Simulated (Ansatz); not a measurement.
# LiRh: do energies and stresses tell the same story?

Method: Ansatz, DFT PBEsol, scalar-relativistic, plane waves, PAW.

Plane waves to 420 eV, a k mesh through Γ of 18×18×10 on the computed 2-atom cell and Gaussian smearing (0.10 eV); no spin polarisation.

Relaxed cell: P-6m2, a = 2.626 Å, b = 2.626 Å, c = 4.326 Å, α = 90.00°, β = 90.00°, γ = 120.00°, 2 atoms in the primitive cell. Whether it is the stable form of this composition wasn't checked.

Energies at zero smearing and pressures from the stress tensor, at volumes with shape and atoms relaxed:
```tsv
V (Å³/atom)	E − E(first) (meV/atom)	P (GPa)
11.364	0.00	18.84
11.752	-38.23	12.98
12.139	-63.34	7.97
12.527	-77.26	3.68
12.914	-81.54	0.00
13.301	-77.58	-3.15
13.689	-66.56	-5.85
14.205	-42.62	-8.85
```

Q: Check P = −dE/dV between neighbouring volumes, and get the bulk modulus from the pressures alone.

A: With 1 eV/Å³ = 160.2 GPa:
```csv
middle V (Å³/atom),−ΔE/ΔV (GPa),mean P (GPa)
11.558,15.811,15.910
11.946,10.385,10.474
12.333,5.753,5.824
12.720,1.773,1.840
13.108,-1.637,-1.576
13.495,-4.559,-4.502
13.947,-7.426,-7.351
```

The two differ by 0.10 GPa at most. The mean of two end pressures misses the average over a step by about ΔV² P″/12, up to 0.08 GPa here; with that taken off 0.02 GPa remains. Around V = 12.914 Å³/atom, the two neighbours give B = −V ΔP/ΔV = 12.914 × 6.83 / 0.775 = 113.9 GPa, against B0 = 113.3 GPa from the Birch–Murnaghan fit of the energies.

A ferromagnetic start lost its moments in a first run, so spin was left out; other magnetic orders weren't tried.